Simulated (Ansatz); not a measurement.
P (Pmna), comparing deformations

Theory: Ansatz 0.2.0, DFT PBEsol, scalar-relativistic, plane waves, PAW. The runs took a 420 eV cutoff, a Γ-centred 8×1×6 mesh and Gaussian smearing (0.05 eV). No spin polarisation. Energies are free energies at this smearing, counted from the undisturbed cell; pressure is positive in compression.

Zero of the scan (as given, not relaxed at this level; it stands at 0.0 GPa; this form isn't the usual structure):

```
P
1.0
     3.28373    0.00000    0.00000
     0.00000   34.85703    0.00000
     0.00000    0.00000    4.63208
P
4
Direct
  0.00000 0.97026 0.59215
  0.00000 0.02974 0.40785
  0.50000 0.02974 0.09215
  0.50000 0.97026 0.90785
```

The cell holds layers and no dispersion correction was added, so their binding is poorly described.

The cell is strained by ε times a Voigt pattern (xx, yy, zz, yz, xz, xy; engineering shear) with fractional coordinates fixed. τ = (1/V0) dE/dε comes from the stress tensor. Of each scan, only the three points used here are listed.

| pattern | ε | τ (GPa) |
| --- | --- | --- |
| (0, 0, 1, 0, 0, 0) | -0.0100 | -0.182 |
| (0, 0, 1, 0, 0, 0) | 0.0000 | 0.019 |
| (0, 0, 1, 0, 0, 0) | 0.0100 | 0.216 |
| (1, 1, 0, 0, 0, 0) | -0.0150 | -0.83 |
| (1, 1, 0, 0, 0, 0) | 0.0000 | 0.06 |
| (1, 1, 0, 0, 0, 0) | 0.0150 | 0.85 |

Question: Which constants do the scans give, and which deformation costs least for the same size of strain tensor?

Answer: The slope dτ/dε at zero (parabola through three points) is pᵀCp: (0, 0, 1, 0, 0, 0) gives C33 = 19.9 GPa; (1, 1, 0, 0, 0, 0) gives C11 + C22 + 2 C12 = 56 GPa. The size of the strain tensor, ε:ε, is ε² times 1.0, 2.0. Per unit of it the stiffnesses are 19.9, 28 GPa, so (0, 0, 1, 0, 0, 0) is the softest of these: at ε:ε = (1 %)² the quadratic term costs 0.82 meV/atom against 1.15 for the stiffest. These are clamped-ion values.

Forces appear on the atoms along this scan, and letting them relax would lower the energy and soften the response.